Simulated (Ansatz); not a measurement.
**Ba: energy along a strain**

Ba, Im-3m, a = 5.000 Å (as given, not relaxed at this level: -0.6 GPa). Ansatz: PBEsol, PAW, 420 eV, Γ-centred 14×14×14 mesh on 1 atom, Gaussian smearing 0.15 eV; no spin polarisation. Cell vectors (Å): -2.500 2.500 2.500; 2.500 -2.500 2.500; 2.500 2.500 -2.500. The cell is strained by x per cent times the pattern (1 -1 0 0 0 0) in the order xx yy zz yz xz xy (engineering shears), with fractional coordinates held. y is the free energy over the start, V0 = 62.500 Å³/atom. Symmetry makes y even in x. Points with a strain past 8.5 % were computed too (2) and aren't used here.

```
x (%) y (meV/atom)
-5.00          3.75
 0.00          0.00
 1.25          0.23
 2.50          0.93
 3.75          2.10
 6.25          5.89
 7.50             ?
```

Question: Fit y = c2 x² + c4 x⁴ to the other rows, get the stiffness along the pattern, and predict the missing energy.

Answer: Least squares on the rows shown. y = 0.1485 x² + 5.820×10⁻⁵ x⁴. The clamped-ion stiffness p·C·p = 2 × 1.485 eV × 160.2 / 62.500 Å³ = 7.6 GPa (second derivative at the start, which stands under stress). At x = 7.50 the fit asked for gives 8.54 meV/atom. The run gave 8.57 meV/atom, so the fit is 0.03 meV/atom too low, a small miss on the scale of the series.